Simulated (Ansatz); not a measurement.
ZrNiAs in space group Pnma (No. 62; Zr on 4c, Ni on 4c, As on 4c), PBE (plane waves, PAW; program Ansatz), all energies at zero smearing, with the estimated change up to a 700 eV cutoff added, with one set of potentials and settings (totals compare only within such a set). Cell of 12 atoms (4 Zr, 4 Ni, 4 As): -59529.617 eV.

| element | reference phase | E (eV/atom) |
|---|---|---|
| Zr | P6_3/mmc, 2 atoms in the cell | -4183.8362 |
| Ni | Fm-3m, 1 atoms in the cell, spin-polarised | -5839.7239 |
| As | R-3m, 2 atoms in the cell | -4856.1377 |

Formation energy per atom, worked out: (-59529.617 − 4×(-4183.8362) − 4×(-5839.7239) − 4×(-4856.1377))/12 = -0.902 eV/atom (-87 kJ per mol of atoms), at 0 K, without zero-point energy or fitted corrections.

The first step of the workflow began from a Materials Project structure, measured or hypothetical; the Crystallography Open Database copy checked does not list it. Whether it is the stable phase at ambient conditions was not checked. The cell was relaxed with PBE under the symmetry of its start; its stability against distortions is not shown here. No spin polarisation was allowed. The references are the lowest solids computed at this level, not always the standard phases.

Potentials: the later of the program's two PAW sets.
